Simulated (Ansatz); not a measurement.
Polymorphs of LiF, each relaxed with the program Ansatz at the HSE06 level (PAW):

A: wurtzite (P6_3mc)
a = 3.088 Å, b = 3.088 Å, c = 4.836 Å, α = 90.00°, β = 90.00°, γ = 120.00°

| atom | site | symmetry | x | y | z |
|---|---|---|---|---|---|
| Li | 2b | 3m. | 0.3333 | 0.6667 | 0.3812 |
| F | 2b | 3m. | 0.6667 | 0.3333 | 0.4938 |

B: CsCl type (Pm-3m)
a = 2.5249 Å, b = 2.5249 Å, c = 2.5249 Å, α = 90.00°, β = 90.00°, γ = 90.00°

```csv
atom,site,symmetry,x,y,z
Li,1a,m-3m,0.0000,0.0000,0.0000
F,1b,m-3m,0.5000,0.5000,0.5000
```

**Question.** Put the candidates in order of energy per atom at 0 K, lowest first, for HSE06.

**Answer.** A (+0 meV/atom), B (+314 meV/atom)

**Question.** Give each one's gap.

**Answer.** A 9.96 eV; B 10.07 eV.

Not the usual ambient phase: A; B. All cells were relaxed under the symmetry of their starts (and spin orders); stability against distortions was not tested throughout.

Potentials: the later of the program's two PAW sets.
